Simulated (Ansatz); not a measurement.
Mg₃CdO₄:
```yaml
crystal:
  lattice:
    - [4.39134, 0.00000, 0.00000]
    - [0.00000, 4.39134, 0.00000]
    - [0.00000, 0.00000, 4.39134]
  atoms:
    - { symbol: Mg, position: [0.00000, 0.50000, 0.50000] }
    - { symbol: Mg, position: [0.50000, 0.00000, 0.50000] }
    - { symbol: Mg, position: [0.50000, 0.50000, 0.00000] }
    - { symbol: Cd, position: [0.00000, 0.00000, 0.00000] }
    - { symbol: O, position: [0.50000, 0.00000, 0.00000] }
    - { symbol: O, position: [0.00000, 0.50000, 0.00000] }
    - { symbol: O, position: [0.00000, 0.00000, 0.50000] }
    - { symbol: O, position: [0.50000, 0.50000, 0.50000] }
```

Cartesian axes are those of the cell as given.

Question: Give the high-frequency dielectric tensor and the Born effective charge tensors of the independent atoms from DFPT, plane-wave PAW PBEsol (Ansatz code).

Answer: 
ε∞:
```
4.02  0.00  0.00
0.00  4.02  0.00
0.00  0.00  4.02
```
Z* of atom 1 (Mg), rows: field, columns: displacement, in e:
```
2.02  0.00  0.00
0.00  2.10  0.00
0.00  0.00  2.10
```
Z* of atom 4 (Cd), rows: field, columns: displacement, in e:
```
2.26  0.00  0.00
0.00  2.26  0.00
0.00  0.00  2.26
```
Z* of atom 5 (O), rows: field, columns: displacement, in e:
```
-2.45   0.00   0.00
 0.00  -2.00   0.00
 0.00   0.00  -2.00
```
Z* of atom 8 (O), rows: field, columns: displacement, in e:
```
-2.04   0.00   0.00
 0.00  -2.04   0.00
 0.00   0.00  -2.04
```

Space group Pm-3m. The workflow started from a Materials Project entry (that database holds measured and hypothetical structures alike); the Crystallography Open Database copy checked does not list it. With Mg and Cd taken as one species the cell has the higher symmetry Fm-3m, so it may be an ordered model of a mixed-site phase. Its standing as an ambient phase is unchecked. The PBEsol relaxation kept the symmetry of its start; whether a distortion lowers the energy is not shown. Scalar-relativistic: spin–orbit coupling is off unless named, which matters more the heavier the elements.

Potentials: the later of the program's two PAW sets.
